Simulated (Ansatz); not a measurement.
# Re: computed property card

Re:
```cif
data_Re4
_chemical_formula_sum 'Re4'
_space_group_name_H-M_alt 'P63/mmc'
_space_group_IT_number 194
_space_group_name_Hall '-P 6c 2c'
_cell_length_a 2.75427
_cell_length_b 2.75427
_cell_length_c 8.89431
_cell_angle_alpha 90.000
_cell_angle_beta 90.000
_cell_angle_gamma 120.000
loop_
_atom_site_label
_atom_site_type_symbol
_atom_site_symmetry_multiplicity
_atom_site_Wyckoff_symbol
_atom_site_fract_x
_atom_site_fract_y
_atom_site_fract_z
_atom_site_occupancy
Re1 Re 2 a 0.00000 0.00000 0.00000 1
Re2 Re 2 c 0.33333 0.66667 0.25000 1
```

Space group P6_3/mmc (No. 194), dhcp (α-La type); conventional cell a = b = 2.754 Å, c = 8.894 Å, α = β = 90.00°, γ = 120.00°.

Method: r²SCAN+D4 (plane waves, PAW; program Ansatz). Structure relaxed to zero pressure with the same functional. Other levels are named where they apply.

Cell and energy:

```yaml
volume_per_atom: 14.61 Å³
density: 21.17 g/cm³
```

Electronic structure:

```yaml
electronic_character: metallic (no gap)
Density of states at the Fermi level: 0.67 states/eV per atom (mean over ±0.08 eV)
```

The first step of the workflow began from a Materials Project structure, measured or hypothetical. Its sites differ from those of the usual phase in this space group: another stacking or structure type. The cell was relaxed with r²SCAN+D4 under the symmetry of its start; its stability against distortions is not shown here. No spin polarisation was allowed. The pairwise dispersion correction was not fitted to metals. Axis ratios of metals converge slowly with the k-mesh, so a and c are less sure than the volume. Scalar-relativistic: spin–orbit coupling is off unless named, which matters more the heavier the elements.

Potentials: the earlier of the program's two PAW sets.
